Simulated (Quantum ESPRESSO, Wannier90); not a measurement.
## BaHCl (P4/nmm), plane waves to Wannier functions

Cell from Materials Project (mp-23861), symmetrised, no further relaxation. COD (Crystallography Open Database) has an entry of this formula and space group (matched by these alone). Computed values, not measurements, from PBEsol: Quantum ESPRESSO (norm-conserving PseudoDojo potentials, cutoff 58 Ry, spinors with spin-orbit coupling) on a Γ-centred 4×4×4 mesh, then Wannier90. Density: 8×8×4 mesh, cold smearing 0.01 Ry.

```
begin unit_cell_cart
ang
    4.4215000000    0.0000000000    0.0000000000
    0.0000000000    4.4215000000    0.0000000000
    0.0000000000    0.0000000000    7.2685200000
end unit_cell_cart
mp_grid = 4 4 4
```

Problem. Which shells of neighbouring k-points and which b-vectors and weights does Wannier90 pick for this cell and mesh?

Solution. 
```
 *---------------------------------- K-MESH ----------------------------------*
 +----------------------------------------------------------------------------+
 |                    Distance to Nearest-Neighbour Shells                    |
 |                    ------------------------------------                    |
 |          Shell             Distance (Ang^-1)          Multiplicity         |
 |          -----             -----------------          ------------         |
 |             1                   0.216110                      2            |
 |             2                   0.355263                      4            |
 |             3                   0.415831                      8            |
 |             4                   0.432219                      2            |
 |             5                   0.502418                      4            |
 |             6                   0.546925                      8            |
 |             7                   0.559487                      8            |
 |             8                   0.648329                      2            |
       ... (lines left out)
 +----------------------------------------------------------------------------+
 | The b-vectors are chosen automatically                                     |
 | The following shells are used:                       1,  2                 |
 +----------------------------------------------------------------------------+
 |                        Shell   # Nearest-Neighbours                        |
 |                        -----   --------------------                        |
 |                          1               2                                 |
 |                          2               4                                 |
 +----------------------------------------------------------------------------+
 | Completeness relation is fully satisfied [Eq. (B1), PRB 56, 12847 (1997)]  |
 +----------------------------------------------------------------------------+
 |                  b_k Vectors (Ang^-1) and Weights (Ang^2)                  |
 |                  ----------------------------------------                  |
 |            No.         b_k(x)      b_k(y)      b_k(z)        w_b           |
 |            ---        --------------------------------     --------        |
 |             1         0.000000    0.000000    0.216110    10.705877        |
 |             2         0.000000    0.000000   -0.216110    10.705877        |
 |             3         0.000000    0.355263    0.000000     3.961590        |
 |             4         0.355263    0.000000    0.000000     3.961590        |
 |             5         0.000000   -0.355263    0.000000     3.961590        |
 |             6        -0.355263    0.000000    0.000000     3.961590        |
```
